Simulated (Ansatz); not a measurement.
NbC (rock salt, space group No. 225) at seven volumes, plane-wave PAW PBE (Ansatz code), scaled uniformly. One row is withheld.

| V (Å³/atom) | P (GPa) |
|---|---|
| 10.263 | ? |
| 10.601 | 21.15 |
| 10.939 | 9.73 |
| 11.278 | -0.02 |
| 11.616 | -8.36 |
| 11.954 | -15.49 |
| 12.293 | -21.57 |

### Question
Fit the shown pressures and predict the withheld one.

### Answer
P = (3/2)B₀(x^(7/2) − x^(5/2))[1 + (3/4)(B′ − 4)(x − 1)] with x = (V₀/V)^(2/3). Least squares on the six rows gives V₀ = 11.277 Å³/atom, B₀ = 300 GPa, B′ = 4.24. At V = 10.263, x = 1.0648 and P = 34.53 GPa. The run itself gave 34.50 GPa.

Space group Fm-3m (rock salt). The PBE relaxation kept the symmetry of its start. No spin polarisation was allowed.

Potentials: the later of the program's two PAW sets.
